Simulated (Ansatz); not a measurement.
Ag3SI:
```yaml
crystal:
  lattice:
    - [3.40325, 1.96487, 2.76052]
    - [-3.40325, 1.96487, 2.76052]
    - [0.00000, -3.92974, 2.76052]
  atoms:
    - { symbol: Ag, position: [0.53853, 0.87414, 0.01959] }
    - { symbol: Ag, position: [0.01959, 0.53853, 0.87414] }
    - { symbol: Ag, position: [0.87414, 0.01959, 0.53853] }
    - { symbol: S, position: [0.04558, 0.04558, 0.04558] }
    - { symbol: I, position: [0.49106, 0.49106, 0.49106] }
```

Cartesian axes are those of the cell as given.

**Question.** Give the high-frequency dielectric tensor and the Born effective charge tensors of the independent atoms from DFPT, PBEsol (plane waves, PAW; program Ansatz).

**Answer.** 
ε∞:
```
9.76  0.00  0.00
0.00  9.76  0.00
0.00  0.00  9.98
```
Z* of atom 1 (Ag), rows: field, columns: displacement, in e:
```
 1.20   0.02   0.11
 0.04   1.23   0.02
 0.26  -0.08   1.18
```
Z* of atom 4 (S), rows: field, columns: displacement, in e:
```
-1.91  -0.04   0.00
 0.04  -1.91   0.00
 0.00   0.00  -1.73
```
Z* of atom 5 (I), rows: field, columns: displacement, in e:
```
-1.73   0.07   0.00
-0.07  -1.73   0.00
 0.00   0.00  -1.80
```

Space group R3. The workflow started from an entry of the Crystallography Open Database (COD), which files this formula under 2 space groups. Whether it is the stable phase at ambient conditions was not checked. The cell was relaxed with PBEsol under the symmetry of its start; whether a distortion lowers the energy is not shown. No spin polarisation was allowed. Scalar-relativistic: spin–orbit coupling is off unless named, which matters more the heavier the elements.

Potentials: the later of the program's two PAW sets.
